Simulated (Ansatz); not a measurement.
Relaxed SiO2 (rutile):

```xyz
6
Lattice="4.2362 0.0000 0.0000 0.0000 4.2362 0.0000 0.0000 0.0000 2.6905" Properties=species:S:1:pos:R:3 pbc="T T T"
Si     2.1181     2.1181     1.3452
Si     0.0000     0.0000     0.0000
O      3.4185     3.4185     1.3452
O      1.3004     2.9357     0.0000
O      2.9357     1.3004     0.0000
O      0.8176     0.8176     1.3452
```

These are PBE (plane waves to 420 eV, PAW, scalar-relativistic; Ansatz, a program for electronic structure) values and carry that method's errors. k mesh 6×6×10 (Γ-centred), Fermi-Dirac smearing 0.05 eV. SiO2 was relaxed with its symmetry unable to fall.

One atom of the cell was then moved (with its periodic images), all else fixed, and the forces (eV/Å) came out as:

```
atom      Fx      Fy      Fz
----  ------  ------  ------
Si1    0.002   0.002   0.098
Si2    0.109   0.109   0.686
O3    -0.109  -0.109  -1.336
O4     0.001  -0.002   0.284
O5    -0.002   0.001   0.284
O6     0.000   0.000  -0.016
```

**Question.** Which atom was moved, and by which vector (Å)?

**Answer.** O3, by (0.00, 0.00, 0.07), 0.07 Å in all.

(A displaced cell: forces are minus the slopes of the energy, force constants its curvatures, and phonons follow from these.)
